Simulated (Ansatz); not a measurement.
Given:

SiNi2:
```cif
data_Ni8Si4
_chemical_formula_sum 'Si4 Ni8'
_space_group_name_H-M_alt 'Pnma'
_space_group_IT_number 62
_space_group_name_Hall '-P 2ac 2n'
_cell_length_a 4.87779
_cell_length_b 3.66097
_cell_length_c 6.93770
_cell_angle_alpha 90.000
_cell_angle_beta 90.000
_cell_angle_gamma 90.000
loop_
_atom_site_label
_atom_site_type_symbol
_atom_site_symmetry_multiplicity
_atom_site_Wyckoff_symbol
_atom_site_fract_x
_atom_site_fract_y
_atom_site_fract_z
_atom_site_occupancy
Si1 Si 4 c 0.20884 0.75000 0.11332 1
Ni1 Ni 4 c 0.45800 0.25000 0.29279 1
Ni2 Ni 4 c 0.17116 0.75000 0.43965 1
```

This is the LDA-relaxed structure.

Problem. All from LDA in the plane-wave PAW code Ansatz, unless another level is named. Give the bulk modulus (Birch–Murnaghan fit).

Solution. 230 GPa.

Problem. Predict the highest zone-centre frequency.

Solution. 50.5 meV.

Symmetry was held in the LDA relaxation; of distortions, only those at the zone centre were tested. The run is not spin-polarised.

Potentials: the later of the program's two PAW sets.
